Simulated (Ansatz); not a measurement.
## Energy over volume and axial ratio for Ge (diamond)

Ge (diamond), conventional cell a = b = c = 5.6744 Å, α = β = γ = 90.00°. The calculation uses the primitive cell of 2 atoms, to which meshes and values per cell refer.

Grid over V/V₀ and (c/a)/(c/a)₀, subscript 0 meaning the relaxed cell; the conventional c axis lies along z; no internal relaxation.

These are r2SCAN (plane waves to 500 eV, PAW, scalar-relativistic; Ansatz, a program for electronic structure) values and carry that method's errors. k mesh 10×10×10 (Γ-centred), Fermi-Dirac smearing 0.05 eV. The energy includes the smearing's −TS. Compression counts positive. Ge was relaxed with its symmetry unable to fall. The zero of ΔE is the relaxed starting cell.

ΔE (meV/atom), with V/V₀ across and (c/a)/(c/a)₀ down:

| (c/a)/(c/a)₀ \ V/V₀ | 0.960 | 0.980 | 1.000 | 1.020 | 1.040 |
|---|---|---|---|---|---|
| 0.920 | 32.8 | 26.4 | 24.5 | 26.5 | 31.9 |
| 0.960 | 15.0 | 8.3 | 6.2 | 8.1 | 13.6 |
| 1.000 | 8.9 | 2.1 | 0.0 | 1.9 | 7.4 |
| 1.040 | 15.1 | 8.4 | 6.3 | 8.2 | 13.6 |
| 1.080 | 33.9 | 27.3 | 25.1 | 27.0 | 32.3 |

P (GPa), with V/V₀ across and (c/a)/(c/a)₀ down:

| (c/a)/(c/a)₀ \ V/V₀ | 0.960 | 0.980 | 1.000 | 1.020 | 1.040 |
|---|---|---|---|---|---|
| 0.920 | 3.10 | 1.43 | -0.04 | -1.33 | -2.50 |
| 0.960 | 3.20 | 1.51 | 0.01 | -1.31 | -2.49 |
| 1.000 | 3.22 | 1.52 | 0.01 | -1.32 | -2.49 |
| 1.040 | 3.20 | 1.51 | 0.01 | -1.31 | -2.48 |
| 1.080 | 3.18 | 1.50 | 0.02 | -1.27 | -2.45 |

Read from the data:

* **Shear modulus C′ = (C11 − C12)/2 (fit, atoms clamped)**: 41 GPa
* **Lowest place on the grid**: V/V₀ = 1.000, (c/a)/(c/a)₀ = 1.000 (0.0 meV/atom)
* **Highest place on the grid**: V/V₀ = 0.960, (c/a)/(c/a)₀ = 1.080 (33.9 meV/atom)

(A scan under strain: stresses follow from slopes of the energy per volume, elastic moduli from its curvatures.)
